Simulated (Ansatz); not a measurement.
GeS$_{2}$:
```
CELL_PARAMETERS angstrom
      5.80706     0.00000     0.00000
     -2.90353     5.02906     0.00000
      0.00000     0.00000     6.95477
ATOMIC_POSITIONS crystal
  Ge 0.54674 0.54674 0.50000
  Ge 0.45326 0.00000 0.16667
  Ge 0.00000 0.45326 0.83333
  S  0.32611 0.36230 0.77233
  S  0.63770 0.96381 0.43900
  S  0.03619 0.67389 0.10566
  S  0.36230 0.32611 0.22767
  S  0.96381 0.63770 0.56100
  S  0.67389 0.03619 0.89434
```

Relaxed with PBEsol. Special points in fractions of this cell's reciprocal vectors: Γ (0.000, 0.000, 0.000); M (0.500, 0.000, 0.000); K (0.333, 0.333, 0.000); A (0.000, 0.000, 0.500); L (0.500, 0.000, 0.500); H (0.333, 0.333, 0.500).

**Question.** List the band energies nearest the valence-band maximum at these points for the program Ansatz at the PBEsol level (PAW).

**Answer.** In eV from the valence-band maximum; about four levels below and three above (degenerate sets whole), none deeper than 8.9 eV; points with the same levels are listed once.

```
k                          below           above
-  -----------------------------  --------------
Γ  -0.55 -0.55 -0.18 -0.15 -0.15  2.02 2.02 2.07
M        -0.57 -0.37 -0.17 -0.03  1.80 1.96 2.31
K  -0.60 -0.60 -0.21 -0.21 -0.11  2.03 2.03 2.22
A        -0.84 -0.84 -0.68 -0.27  2.69 2.69 3.48
L        -0.87 -0.82 -0.69 -0.14  2.36 2.72 3.05
H        -0.78 -0.71 -0.35 -0.35  2.37 2.69 2.69
```

Space group P3_221. The start of the workflow was typed in or built on a structure type; neither database checked (COD, Materials Project) lists it. COD files the formula under space group No. 14, 43, 82, 122, 217. Whether it is the stable phase at ambient conditions was not checked. The PBEsol relaxation kept the symmetry of its start; whether a distortion lowers the energy is not shown. The volume moved by -23 % from the start of the relaxation. Spin–orbit coupling is left out wherever it is not named.

Potentials: the earlier of the program's two PAW sets. The files were generated under PBE; for other functionals the program regenerates the frozen cores, and for LDA and PBEsol the local potential too.
